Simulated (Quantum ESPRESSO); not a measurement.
Band energies of LaAlO₃

```xyz
5
Lattice="3.7830 0.0000 0.0000 0.0000 3.7830 0.0000 0.0000 0.0000 3.7830" Properties=species:S:1:pos:R:3 pbc="T T T"
O      0.0000     1.8915     0.0000
O      1.8915     0.0000     0.0000
O      0.0000     0.0000     1.8915
Al     0.0000     0.0000     0.0000
La     1.8915     1.8915     1.8915
```

PBEsol (pw.x of Quantum ESPRESSO, ONCV potentials, with spin-orbit coupling); path ΓXMΓRX,MR; energies in eV from the valence-band maximum.

```csv
k (1/Å),point,band 32,band 33,band 34,band 35,band 36,band 37,band 38,band 39
0.00,Γ,-0.06,3.44,3.44,3.44,3.44,4.63,4.64,4.81
0.21,,-0.17,3.67,3.67,3.76,3.76,4.60,4.61,4.80
0.42,,-0.47,4.09,4.09,4.31,4.31,4.55,4.56,4.79
0.83,X,-1.08,4.32,4.32,4.43,4.43,4.65,4.65,4.78
1.04,,-1.08,4.32,4.32,4.46,4.46,4.63,4.64,4.76
1.45,,-0.18,4.31,4.31,4.42,4.42,4.56,4.57,4.78
1.66,M,-0.03,4.30,4.30,4.39,4.39,4.58,4.58,4.78
2.00,,-0.24,4.32,4.32,4.42,4.42,4.55,4.56,4.76
2.16,,-0.24,4.30,4.30,4.40,4.40,4.55,4.55,4.75
2.50,,-0.13,3.98,3.98,4.00,4.00,4.58,4.60,4.81
2.67,,-0.09,3.61,3.61,3.63,3.63,4.63,4.64,4.81
2.84,Γ,-0.06,3.44,3.44,3.44,3.44,4.65,4.81,4.81
3.00,,-0.09,3.60,3.60,3.61,3.61,4.65,4.71,4.82
3.15,,-0.16,3.93,3.93,3.95,3.95,4.59,4.60,4.80
3.47,,-0.37,4.29,4.29,4.35,4.35,4.54,4.58,4.70
3.63,,-0.45,4.34,4.34,4.41,4.41,4.55,4.55,4.67
3.95,,-0.20,4.41,4.41,4.45,4.45,4.62,4.62,4.66
4.11,,-0.06,4.44,4.44,4.45,4.45,4.64,4.64,4.70
4.27,R,0.00,4.45,4.45,4.45,4.45,4.65,4.65,4.74
4.44,,-0.05,4.44,4.44,4.45,4.45,4.64,4.64,4.70
4.61,,-0.19,4.40,4.40,4.46,4.46,4.62,4.63,4.65
4.94,,-0.79,4.34,4.34,4.49,4.49,4.56,4.56,4.69
5.11,,-0.99,4.33,4.33,4.48,4.49,4.59,4.60,4.71
5.45,X,-1.08,4.32,4.32,4.43,4.43,4.65,4.65,4.78
5.45,M,-0.03,4.30,4.30,4.39,4.39,4.58,4.58,4.78
5.78,,-0.02,4.35,4.35,4.43,4.43,4.61,4.61,4.69
5.95,,-0.01,4.40,4.40,4.45,4.45,4.65,4.65,4.65
6.28,R,0.00,4.45,4.45,4.45,4.45,4.65,4.65,4.74
```

The PBEsol gap is indirect, 3.44 eV, from R to Γ; the smallest direct gap is 3.50 eV.

The 4f states are in the valence at their DFT position. The cell is held in this high symmetry; tilts and polar distortions were not searched.

Geometry of the Materials Project entry, not relaxed at this level.

This is not the ordinary phase of the substance.
